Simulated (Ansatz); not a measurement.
Relaxed BN (zinc blende):

```
BN
1.0
    0.00000     1.80487     1.80487
    1.80487     0.00000     1.80487
    1.80487     1.80487     0.00000
N B
1 1
Cartesian
  2.70730   2.70730   2.70730
  0.00000   0.00000   0.00000
```

A phonon eigenvector at Γ is frozen into this cell: atom i moves by Q times the vector below, so Q is the largest atomic displacement, in Å. The cell is held. It is one choice among 3 degenerate patterns.

```json
[
 {"atom": "N1", "x": "0.000", "y": "0.000", "z": "0.772"},
 {"atom": "B2", "x": "0.000", "y": "0.000", "z": "-1.000"}
]
```

These are r2SCAN (plane waves to 500 eV, PAW, scalar-relativistic; Ansatz, a quantum-chemistry and plane-wave program) values and carry that method's errors. k mesh 16×16×16 (Γ-centred), Fermi-Dirac smearing 0.05 eV. Energies are smeared free energies. BN was relaxed with its symmetry unable to fall. The zero of ΔE is the undisplaced structure.

```json
[
 {"Q (Å)": "-0.180", "ΔE (meV/cell)": "1112"},
 {"Q (Å)": "-0.150", "ΔE (meV/cell)": "799"},
 {"Q (Å)": "-0.120", "ΔE (meV/cell)": "526"},
 {"Q (Å)": "-0.090", "ΔE (meV/cell)": "302"},
 {"Q (Å)": "-0.060", "ΔE (meV/cell)": "withheld"},
 {"Q (Å)": "-0.030", "ΔE (meV/cell)": "34"},
 {"Q (Å)": "0.000", "ΔE (meV/cell)": "0"},
 {"Q (Å)": "0.030", "ΔE (meV/cell)": "34"},
 {"Q (Å)": "0.060", "ΔE (meV/cell)": "withheld"},
 {"Q (Å)": "0.090", "ΔE (meV/cell)": "302"},
 {"Q (Å)": "0.120", "ΔE (meV/cell)": "526"},
 {"Q (Å)": "0.150", "ΔE (meV/cell)": "799"},
 {"Q (Å)": "0.180", "ΔE (meV/cell)": "1112"}
]
```

Q: Fit an even polynomial form (powers 2, 4) to the given rows and predict ΔE at Q = 0.060.

A: Least squares on the 11 given rows: ΔE = (38260)·Q² + (-121800)·Q⁴, in meV/cell with Q in Å; root-mean-square residual 0.2 meV/cell. At 0.060 the fit gives 136 meV/cell; the calculation gives 136 meV/cell, the same to the digits shown. The quadratic term alone would give 138 meV/cell.

(For displaced atoms, the force is minus the slope of the energy, and its curvature is a force constant, which sets phonon frequencies.)
